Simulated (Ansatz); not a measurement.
# K$_{3}$Pb: zone-centre modes

The calculation used DFT PBE, scalar-relativistic, plane waves, PAW in Ansatz 0.2.0. Settings: 420 eV plane-wave cutoff, Γ-centred 10×10×10 mesh, Fermi-Dirac smearing of 0.15 eV. No spin polarisation. Phonons by linear response, acoustic sum rule imposed.

Equilibrium structure at this level:
```xyz
4
Lattice="0.0000 4.5221 4.5221 4.5221 0.0000 4.5221 4.5221 4.5221 0.0000" Properties=species:S:1:pos:R:3 pbc="T T T"
K     2.2610    2.2610    2.2610
K     4.5221    4.5221    4.5221
K     6.7831    6.7831    6.7831
Pb    0.0000    0.0000    0.0000
```

The structure comes from a generated guess, relaxed at this level; another structure or a mixture of phases may lie lower. In a metal, frequencies depend on the k mesh and the smearing, soft modes most. Spin–orbit coupling is left out, which matters for heavy elements.

Task: Is this structure stable against zone-centre distortions?

Result: Yes, at Γ: no optical mode is imaginary. Strains and other wave vectors aren't tested by this run.

Task: List the optical modes at Γ (i marks imaginary ones).

Result:
```
frequency (cm⁻¹)  degeneracy
              45           3
              93           3
              95           3
```
